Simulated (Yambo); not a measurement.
**Excitons in LiNbF6**

```
LiNbF6
1.0
    2.55732     1.47647     4.55700
   -2.55732     1.47647     4.55700
    0.00000    -2.95293     4.55700
Li F Nb
1 6 1
Direct
  0.50000   0.50000   0.50000
  0.24675   0.87185   0.63645
  0.75325   0.12815   0.36355
  0.87185   0.63645   0.24675
  0.12815   0.36355   0.75325
  0.63645   0.24675   0.87185
  0.36355   0.75325   0.12815
  0.00000   0.00000   0.00000
```

The geometry is that of Materials Project entry mp-1078799, symmetrised and not relaxed again.

BSE in Yambo on LDA (Quantum ESPRESSO, PseudoDojo norm-conserving, 84 Ry, scalar-relativistic) bands: 4×4×4 mesh, 18 valence and 7 conduction bands, static screening with 66 bands and a 3 Ry block, scissor 4.22 eV, Tamm-Dancoff; field along x.

```tsv
state	energy (eV)	states within 2 meV	relative strength	class	main transitions
1	5.97	1	< 0.01	dark	several band pairs
2	6.07	2	< 0.01	dark	several band pairs
3	6.13	1	< 0.01	dark	several band pairs
4	6.15	1	< 0.01	dark	several band pairs
5	6.18	2	< 0.01	dark	several band pairs
6	6.30	1	< 0.01	dark	several band pairs
7	6.34	2	0.01	dark	several band pairs
8	6.42	1	< 0.01	dark	several band pairs
9	6.44	2	0.03	dark	several band pairs
10	6.50	2	0.17	weak	several band pairs
```

These are vertical excitations (zero momentum). The direct quasiparticle gap on this mesh is 9.57 eV; counted from there, state 1 is bound by 3.60 eV. Convergence with the mesh was not shown.

Spin singlets only. Strengths are relative to the strongest of the lowest states of this run; strong means a line over 3 % of the spectrum's maximum, dark under 0.03 %. Absolute energies carry the error of the G0W0 scissor, whose convergence isn't established; the long-wavelength screening was taken along (1,1,1) although the crystal is anisotropic.

Spin-orbit splittings are left out.

The structure is a Materials Project entry; no match was found in the copy of COD used, and its stability was not checked.
